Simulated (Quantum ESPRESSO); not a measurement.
Band energies of LiIn

```
CELL_PARAMETERS angstrom
      0.00000     3.40749     3.40749
      3.40749     0.00000     3.40749
      3.40749     3.40749     0.00000
ATOMIC_POSITIONS crystal
  Li 0.50000 0.50000 0.50000
  Li 0.75000 0.75000 0.75000
  In 0.00000 0.00000 0.00000
  In 0.25000 0.25000 0.25000
```

PBEsol (Quantum ESPRESSO, PseudoDojo norm-conserving, 74 Ry, without SOC); path ΓXWKΓLUWLK,UX; energies in eV from the Fermi level.

```csv
k (1/Å),point,band 12,band 13,band 14,band 15,band 16,band 17,band 18,band 19
0.00,Γ,-14.78,-9.24,0.50,0.67,0.67,0.67,1.05,1.05
0.46,,-14.76,-8.51,-2.97,-1.83,-1.83,0.28,0.97,3.91
0.92,X,-14.73,-6.33,-6.33,-2.78,-2.78,-0.06,-0.06,6.63
1.38,W,-14.70,-6.25,-6.25,-3.32,-3.32,1.93,1.93,3.25
1.55,,-14.70,-6.57,-5.96,-3.55,-2.80,0.82,2.11,3.85
1.71,K,-14.70,-6.68,-5.89,-3.63,-2.34,0.07,2.12,4.75
2.03,,-14.72,-7.86,-4.57,-3.19,-1.10,0.44,2.75,3.10
2.58,,-14.77,-9.20,-0.42,0.04,0.66,0.78,1.10,1.61
2.69,Γ,-14.78,-9.24,0.50,0.67,0.67,0.67,1.05,1.05
2.99,,-14.76,-8.94,-2.43,-0.20,-0.20,0.42,1.87,1.87
3.49,L,-14.75,-7.69,-5.58,-0.78,-0.78,-0.04,0.96,0.96
3.94,,-14.70,-6.97,-5.64,-3.57,-2.11,0.15,2.75,3.78
4.05,U,-14.70,-6.68,-5.89,-3.63,-2.34,0.07,2.12,4.75
4.38,W,-14.70,-6.25,-6.25,-3.32,-3.32,1.93,1.93,3.25
4.47,,-14.70,-6.60,-5.91,-3.49,-3.03,1.60,2.15,3.08
4.84,,-14.73,-7.56,-5.54,-2.03,-1.30,0.60,1.30,2.00
5.03,L,-14.75,-7.69,-5.58,-0.78,-0.78,-0.04,0.96,0.96
5.27,,-14.72,-7.47,-5.52,-2.48,-1.45,0.39,2.06,2.22
5.59,K,-14.70,-6.68,-5.89,-3.63,-2.34,0.07,2.12,4.75
5.59,U,-14.70,-6.68,-5.89,-3.63,-2.34,0.07,2.12,4.75
5.92,X,-14.73,-6.33,-6.33,-2.78,-2.78,-0.06,-0.06,6.63
```

A metal at this level: along this path bands 14, 15, 16, 17, 18 cross the Fermi level.

Spin-orbit splittings are left out.

Geometry of the Materials Project entry, not relaxed at this level.
